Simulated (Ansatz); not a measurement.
**An elastic constant from a strain scan in TiC**

The calculation used Ansatz, DFT r2SCAN, scalar-relativistic, plane waves, PAW. Settings: plane waves to 500 eV, k-mesh 18×18×18 (Γ-centred), Gaussian smearing 0.15 eV. No spin polarisation. Energies are free energies at this smearing, counted from the undisturbed cell; pressure is positive in compression.

Zero of the scan (as given, not relaxed at this level; it stands at 0.0 GPa):

```yaml
crystal:
  lattice:
    - [0.00000, 2.16400, 2.16400]
    - [2.16400, 0.00000, 2.16400]
    - [2.16400, 2.16400, 0.00000]
  atoms:
    - { symbol: Ti, position: [0.00000, 0.00000, 0.00000] }
    - { symbol: C, position: [0.50000, 0.50000, 0.50000] }
```

The cell is strained by ε times the Voigt pattern (0, 0, 1, 0, 0, 0) (xx, yy, zz, yz, xz, xy; engineering shear) with fractional coordinates fixed. The cell holds 2 atoms in V0 = 20.27 Å³. The stress column is τ = (1/V0) dE/dε, got from the stress tensor σ (compression positive) at each point as −det(1 + εP) σ : P(1 + εP)⁻¹, with P the pattern as a tensor.

```csv
ε,ΔE (meV/atom),τ (GPa)
-0.1000,243.743,-91.705
-0.0750,124.658,-60.075
-0.0500,50.369,-34.883
-0.0250,11.443,-15.181
0.0000,0.000,0.031
0.0250,9.588,11.532
0.0500,34.872,20.001
0.0750,71.596,26.102
0.0875,93.186,28.441
0.1000,?,?
```

Problem. Which combination of elastic constants does this scan measure, and how large is it?

Solution. For small ε, τ = τ0 + Kε with K = pᵀCp, which for this pattern is C11 in the cubic axes. The parabola through τ at ε = -0.0250, 0 and 0.0250 has slope K = 534 GPa at zero. The energies per cell, E = NΔE, of the same two points give K = 2[E(ε₊)/ε₊ − E(ε₋)/ε₋]/[(ε₊ − ε₋)V0] = 532 GPa, in agreement.

Problem. Predict the withheld row at ε = 0.1000 from the harmonic law, and compare.

Solution. ΔE = V0(τ0 ε + Kε²/2)/N = 169.154 meV/atom and τ = 53.46 GPa. The calculation gives 116.463 meV/atom and 30.38 GPa: the energy lies 31 % below the harmonic value, as bonds soften when stretched.

In a metal these slopes depend on the k mesh and the smearing.